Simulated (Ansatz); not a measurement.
TiC:
Space group Fm-3m (No. 225); a = b = c = 4.2929 Å, α = β = γ = 90.00°

```json
[
 {"atom": "Ti", "site": "4b", "symmetry": "m-3m", "x": "0.5000", "y": "0.5000", "z": "0.5000"},
 {"atom": "C", "site": "4a", "symmetry": "m-3m", "x": "0.0000", "y": "0.0000", "z": "0.0000"}
]
```
(The calculation used a cell of 2 atoms; values per cell refer to that cell.)

Relaxed with PBEsol.

Problem. Decompose the optical modes at the zone centre into irreducible representations, and say which are infrared and Raman allowed.

Solution. Point group m-3m: Γ_opt = T1u. Infrared: T1u. Raman: none.

Problem. Assign frequencies (DFPT, PBEsol (plane waves, PAW; program Ansatz)).

Solution. T1u 542 cm⁻¹.

The cell was relaxed with PBEsol under the symmetry of its start. No spin polarisation was allowed. As this level gives no gap, phonon frequencies hold no LO–TO term and depend on the k-mesh and smearing (Fermi–Dirac, 0.1 eV here).

Potentials: the earlier of the program's two PAW sets. The files were generated under PBE; for other functionals the program regenerates the frozen cores, and for LDA and PBEsol the local potential too.
